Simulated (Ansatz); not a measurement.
**LaAs: stiffness from a series of strains**

```yaml
crystal:
  lattice:
    - [0.00000, 3.06250, 3.06250]
    - [3.06250, 0.00000, 3.06250]
    - [3.06250, 3.06250, 0.00000]
  atoms:
    - { symbol: La, position: [0.00000, 0.00000, 0.00000] }
    - { symbol: As, position: [0.50000, 0.50000, 0.50000] }
```

Atom numbers follow the list: La1, As2.

The cell is COD entry 9008656, as deposited and not checked against the literature; nothing was relaxed.

No spin–orbit coupling, which matters for the heavy atoms here.

Theory: DFT, PBEsol, all-electron LAPW, scalar-relativistic in Ansatz 0.2.0.

Sampling and basis: a Γ-centred 12×12×12 k mesh, Fermi–Dirac smearing of 0.05 eV, basis error target 1 meV/atom, no spin polarisation.

The strain is applied along the Cartesian axes of the cell as listed (γ is the engineering shear, twice εxy = εyz = εzx). Fractional coordinates are held (clamped ions).

σ is the change of stress from the unstrained cell, which is at -0.49 GPa; tension is positive, so slopes are stress–strain coefficients at that pressure. In a metal the k mesh adds noise.

Only quantities that a quadratic follows smoothly over the whole series are listed; rougher ones are left out.

| γ | σxy (GPa) |
| --- | --- |
| -0.0200 | -0.55 |
| -0.0100 | -0.28 |
| 0.0000 | 0.00 |
| 0.0200 | 0.60 |

(1) Fit the series and read off the stiffness at zero strain.

(2) One run, at γ = 0.0100, is withheld. Predict its row.

## Answers

(1) Least-squares fits y = p0 + p1 x + p2 x² to the rows give σxy (GPa): p1 = 28.7, p2 = 61. So C44 (clamped ions) = 29 GPa.

(2) The fits give 0.29; the run gave 0.29.
